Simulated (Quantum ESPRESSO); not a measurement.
Mg3Se2Cl2, input and log of a self-consistent run

Simulated, not a measurement. The program is pw.x of Quantum ESPRESSO 7.5 (plane-wave density functional theory). The cell is made up: 7 atoms on a wurtzite lattice with one site empty, with randomly drawn elements, strain and displacements, not relaxed. PseudoDojo standard norm-conserving files (v0.5 for PBE, v0.4.1 for LDA and PBEsol) set the functional; there is no spin polarisation, spin-orbit coupling or dispersion term, and the masses in the input are unused placeholders.

Input:

```
&control calculation='scf', pseudo_dir='./dojo.nc.sr.pbe.v0_5.standard.upf', outdir='./o', disk_io='low', tprnfor=.true., tstress=.true. /
&system ibrav=0, nat=7, ntyp=3, nbnd=44, ecutwfc=85.99341389, nosym=.true., tot_charge=0,
 occupations='smearing', smearing='fd', degauss=0.0018374661
/
&electrons conv_thr=7.350e-09, electron_maxstep=60, /
ATOMIC_SPECIES
Cl 1.0 Cl.upf
Mg 1.0 Mg.upf
Se 1.0 Se.upf
CELL_PARAMETERS angstrom
4.1392 -0.0426 -0.0558
-0.0737 7.266 -0.0892
-0.091 -0.084 6.9813
ATOMIC_POSITIONS angstrom
Mg 0.0205 0.0194 -0.0113
Mg 1.9815 1.182 3.4413
Mg -0.1212 4.8342 3.4246
Se -0.0447 0.002 2.6033
Se 1.9851 3.5556 2.5292
Cl 1.952 1.0804 6.0953
Cl -0.1018 4.7496 6.0381
K_POINTS automatic
4 4 4 1 1 1
```

The log is shortened where brackets say so; the opening notice, blank lines, dates and the lines on written files are dropped, and the path of the files is cut. It prints rydbergs, bohrs and kilobars, and counts compression as positive stress. With no partly filled state, the Fermi energy that it prints is only some level between the filled and the empty states on the mesh, and need not lie in the true gap.

```
     Program PWSCF v.7.5
     Parallel version (MPI & OpenMP), running on       4 processor cores
     Number of MPI processes:                 4
     Threads/MPI process:                     1
     [start-up lines left out]
     bravais-lattice index     =            0
     lattice parameter (alat)  =       7.8231  a.u.
     unit-cell volume          =    1416.3071 (a.u.)^3
     number of atoms/cell      =            7
     number of atomic types    =            3
     number of electrons       =        76.00
     number of Kohn-Sham states=           44
     kinetic-energy cutoff     =      85.9934  Ry
     charge density cutoff     =     343.9737  Ry
     scf convergence threshold =      7.3E-09
     mixing beta               =       0.7000
     number of iterations used =            8  plain     mixing
     Exchange-correlation= PBE
                           (   1   4   3   4   0   0   0)
     [axes and pseudopotential details left out]
   Cartesian axes
     site n.     atom                  positions (alat units)
         1        Mg     tau(   1) = (   0.0049519   0.0046862  -0.0027296  )
         2        Mg     tau(   2) = (   0.4786469   0.2855214   0.8312730  )
         3        Mg     tau(   3) = (  -0.0292768   1.1677389   0.8272390  )
         4        Se     tau(   4) = (  -0.0107976   0.0004831   0.6288475  )
         5        Se     tau(   5) = (   0.4795165   0.8588830   0.6109481  )
         6        Cl     tau(   6) = (   0.4715209   0.2609791   1.4723675  )
         7        Cl     tau(   7) = (  -0.0245906   1.1473031   1.4585504  )
     number of k points=    32  Fermi-Dirac smearing, width (Ry)=  0.0018
                       cart. coord. in units 2pi/alat
        k(    1) = (   0.1268073   0.0734459   0.0766596), wk =   0.0625000
        k(    2) = (   0.1288254   0.0752869   0.2249539), wk =   0.0625000
     [further k points left out]
     Dense  grid:   152561 G-vectors     FFT dimensions: (  48,  81,  80)
     Estimated max dynamical RAM per process >     293.39 MB
     Estimated total dynamical RAM >       1.04 GB
     Initial potential from superposition of free atoms
     starting charge      75.9974, renormalised to      76.0000
     Starting wfcs are   41 randomized atomic wfcs +    3 random wfcs
     total cpu time spent up to now is        3.0 secs
     per-process dynamical memory:   204.0 Mb
     Self-consistent Calculation
     iteration #  1     ecut=    85.99 Ry     beta= 0.70
     Davidson diagonalization with overlap
     ethr =  1.00E-02,  avg # of iterations =  6.8
     Threshold (ethr) on eigenvalues was too large:
     Diagonalizing with lowered threshold
     Davidson diagonalization with overlap
     ethr =  5.70E-04,  avg # of iterations =  1.7
     total cpu time spent up to now is       14.5 secs
     total energy              =    -907.46676447 Ry
     estimated scf accuracy    <       0.42210440 Ry
     iteration #  2     ecut=    85.99 Ry     beta= 0.70
     Davidson diagonalization with overlap
     ethr =  5.55E-04,  avg # of iterations =  4.8
     total cpu time spent up to now is       21.1 secs
     total energy              =    -907.56081527 Ry
     estimated scf accuracy    <       0.17214411 Ry
     iteration #  3     ecut=    85.99 Ry     beta= 0.70
     Davidson diagonalization with overlap
     ethr =  2.27E-04,  avg # of iterations =  2.0
     total cpu time spent up to now is       26.8 secs
     total energy              =    -907.60098828 Ry
     estimated scf accuracy    <       0.00949319 Ry
     iteration #  4     ecut=    85.99 Ry     beta= 0.70
     Davidson diagonalization with overlap
     ethr =  1.25E-05,  avg # of iterations =  7.2
     total cpu time spent up to now is       34.0 secs
     total energy              =    -907.60327710 Ry
     estimated scf accuracy    <       0.00157820 Ry
     iteration #  5     ecut=    85.99 Ry     beta= 0.70
     Davidson diagonalization with overlap
     ethr =  2.08E-06,  avg # of iterations =  4.5
     total cpu time spent up to now is       40.5 secs
     total energy              =    -907.60357469 Ry
     estimated scf accuracy    <       0.00010525 Ry
     iteration #  6     ecut=    85.99 Ry     beta= 0.70
     Davidson diagonalization with overlap
     ethr =  1.38E-07,  avg # of iterations =  2.0
     total cpu time spent up to now is       46.0 secs
     total energy              =    -907.60360283 Ry
     estimated scf accuracy    <       0.00000853 Ry
     iteration #  7     ecut=    85.99 Ry     beta= 0.70
     Davidson diagonalization with overlap
     ethr =  1.12E-08,  avg # of iterations =  2.2
     total cpu time spent up to now is       51.9 secs
     total energy              =    -907.60360544 Ry
     estimated scf accuracy    <       0.00000090 Ry
     iteration #  8     ecut=    85.99 Ry     beta= 0.70
     Davidson diagonalization with overlap
     ethr =  1.18E-09,  avg # of iterations =  3.0
     total cpu time spent up to now is       57.9 secs
     total energy              =    -907.60360569 Ry
     estimated scf accuracy    <       0.00000008 Ry
     iteration #  9     ecut=    85.99 Ry     beta= 0.70
     Davidson diagonalization with overlap
     ethr =  1.12E-10,  avg # of iterations =  3.1
     total cpu time spent up to now is       63.9 secs
     total energy              =    -907.60360572 Ry
     estimated scf accuracy    <       0.00000002 Ry
     iteration # 10     ecut=    85.99 Ry     beta= 0.70
     Davidson diagonalization with overlap
     ethr =  2.10E-11,  avg # of iterations =  2.8
     total cpu time spent up to now is       70.0 secs
     End of self-consistent calculation
          k = 0.1268 0.0734 0.0767 ( 19088 PWs)   bands (ev):
   -73.8170 -72.4752 -71.7973 -43.7685 -43.7592 -43.7383 -43.7080 -43.7049
   -42.3035 -42.2990 -42.2596 -42.2344 -42.2276 -40.5791 -40.5640 -40.5365
   -39.2806 -39.2380 -39.2017 -38.5773 -38.5640 -38.5349 -13.1607 -11.1407
    -9.2719  -7.6342  -2.1047  -1.6923  -1.2852  -0.3746  -0.0251   0.3552
     0.6514   1.0383   1.2397   2.3047   2.6664   2.8240   5.0392   6.7901
     7.2304   7.7037   8.2598   8.8808
     [levels at the other k points left out]
     the Fermi energy is     3.9309 ev
!    total energy              =    -907.60360573 Ry
     estimated scf accuracy    <          3.1E-09 Ry
     smearing contrib. (-TS)   =       0.00000000 Ry
     internal energy E=F+TS    =    -907.60360573 Ry
     The total energy is F=E-TS. E is the sum of the following terms:
     one-electron contribution =    -742.74093866 Ry
     hartree contribution      =     367.71481977 Ry
     xc contribution           =    -162.39311589 Ry
     ewald contribution        =    -370.18437095 Ry
     convergence has been achieved in  10 iterations
     Forces acting on atoms (cartesian axes, Ry/au):
     atom    1 type  2   force =    -0.00412484   -0.03614602    0.00096294
     atom    2 type  2   force =     0.01321980    0.03370138   -0.00463410
     atom    3 type  2   force =     0.01060363   -0.03073365    0.01157081
     atom    4 type  3   force =    -0.01378146   -0.00855358   -0.00521978
     atom    5 type  3   force =    -0.01060752    0.00103358    0.01174507
     atom    6 type  1   force =     0.00557958   -0.01291495   -0.00372333
     atom    7 type  1   force =    -0.00088919    0.05361324   -0.01070161
     Total force =     0.087125     Total SCF correction =     0.000329
     Computing stress (Cartesian axis) and pressure
          total   stress  (Ry/bohr**3)                   (kbar)     P=      -18.39
  -0.00000537   0.00005783   0.00003496           -0.79        8.51        5.14
   0.00005783  -0.00018319  -0.00001589            8.51      -26.95       -2.34
   0.00003496  -0.00001589  -0.00018642            5.14       -2.34      -27.42
     init_run     :      2.80s CPU      2.95s WALL (       1 calls)
     electrons    :     66.38s CPU     67.06s WALL (       1 calls)
     forces       :      0.84s CPU      0.86s WALL (       1 calls)
     stress       :      2.86s CPU      2.86s WALL (       1 calls)
     [timing details left out]
     PWSCF        :   1m12.97s CPU   1m13.87s WALL
     JOB DONE.
```

In other units: free energy -12348.576 eV for the cell, pressure -1.84 GPa, largest force component 1.378 eV/Å. A rerun of the same cell at another strain at 1467 eV and a 6 x 6 x 6 mesh moved values by no more than 0.009 eV in energy, 0.08 GPa in stress and 0.012 eV/Å in force.